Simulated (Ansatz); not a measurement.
Pt (diamond, Fd-3m) at seven volumes, plane-wave PAW PBEsol (Ansatz code), scaled uniformly. One row is withheld.

| V (Å³/atom) | P (GPa) |
|---|---|
| 20.931 | 16.46 |
| 21.621 | 9.91 |
| 22.311 | ? |
| 23.001 | 0.00 |
| 23.691 | -3.70 |
| 24.381 | -6.76 |
| 25.071 | -9.26 |

Question: Fit the shown pressures and predict the withheld one.

Answer: P = (3/2)B₀(x^(7/2) − x^(5/2))[1 + (3/4)(B′ − 4)(x − 1)] with x = (V₀/V)^(2/3). Least squares on the six rows gives V₀ = 23.001 Å³/atom, B₀ = 136 GPa, B′ = 5.37. At V = 22.311, x = 1.0205 and P = 4.50 GPa. The run itself gave 4.48 GPa.

The start of the workflow was typed in or built on a structure type; neither database checked (COD, Materials Project) lists it. It is not the phase usual at ambient conditions (space group No. 225). Symmetry was held in the PBEsol relaxation. At this level the phase is mechanically unstable. The run is not spin-polarised. Spin–orbit coupling is left out wherever it is not named.

Potentials: the later of the program's two PAW sets.
